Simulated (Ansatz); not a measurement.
LiMnO$_{2}$ in space group Pmmn (No. 59; Li on 2b, Mn on 2b, O on 2a, O on 2a), PBEsol in the plane-wave PAW code Ansatz, all energies at zero smearing, with the estimated change up to a 700 eV cutoff added, with one set of potentials and settings (totals compare only within such a set). Cell of 16 atoms (4 Li, 4 Mn, 8 O): -20783.727 eV.

```tsv
element	reference phase	E (eV/atom)
Li	Fm-3m, 1 atoms in the cell	-203.0014
Mn	I-43m, 29 atoms in the cell, spin-polarised	-3868.8262
O	C2/m, 4 atoms in the cell, spin-polarised	-558.3554
```

Formation energy per atom, worked out: (-20783.727 − 4×(-203.0014) − 4×(-3868.8262) − 8×(-558.3554))/16 = -1.848 eV/atom (-178 kJ per mol of atoms), at 0 K, without zero-point energy or fitted corrections.

The workflow started from a Materials Project entry (that database holds measured and hypothetical structures alike); the Crystallography Open Database files this formula in space group No. 59, but the cells were not matched. Whether it is the stable phase at ambient conditions was not checked. Symmetry was held in the PBEsol relaxation, as lowered by the spin order; its stability against distortions is not shown here. Magnetic state: antiferromagnetic, chosen from 5 collinear starts compared on coarse meshes (ties went to the first, and starts can fall back to one state), not a proven ground state. No Hubbard U is applied. The references are the lowest solids computed at this level, not always the standard phases (solids in place of the gases).

Potentials: the later of the program's two PAW sets.
